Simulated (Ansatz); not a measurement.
MoS2:
```yaml
crystal:
  lattice:
    - [3.17378, 0.00000, 0.00000]
    - [-1.58689, 2.74858, 0.00000]
    - [0.00000, 0.00000, 19.31039]
  atoms:
    - { symbol: Mo, position: [0.66667, 0.33333, 0.00000] }
    - { symbol: Mo, position: [0.33333, 0.66667, 0.67669] }
    - { symbol: Mo, position: [0.33333, 0.66667, 0.32331] }
    - { symbol: S, position: [0.33333, 0.66667, 0.08045] }
    - { symbol: S, position: [0.33333, 0.66667, 0.91955] }
    - { symbol: S, position: [0.66667, 0.33333, 0.75716] }
    - { symbol: S, position: [0.66667, 0.33333, 0.24284] }
    - { symbol: S, position: [0.66667, 0.33333, 0.40375] }
    - { symbol: S, position: [0.66667, 0.33333, 0.59625] }
```

Relaxed with r²SCAN+D4.

Question: Give the Bader charges and basin volumes of the independent atoms, the program Ansatz at the r²SCAN+D4 level (PAW).

Answer: 

```
atom  Bader charge (e)  Bader volume (Å³)
----  ----------------  -----------------
Mo1              +1.31               12.3
Mo2              +1.32               12.3
S4               -0.66               21.1
S6               -0.66               21.1
S8               -0.66               23.6
```

Space group P-6m2. The workflow started from a Materials Project entry (that database holds measured and hypothetical structures alike); the Crystallography Open Database copy checked does not list it. It is not the phase usual at ambient conditions (space group No. 160, 194). The r²SCAN+D4 relaxation kept the symmetry of its start; whether a distortion lowers the energy is not shown. No spin polarisation was allowed.

Potentials: the earlier of the program's two PAW sets. The files were generated under PBE; for other functionals the program regenerates the frozen cores, and for LDA and PBEsol the local potential too.
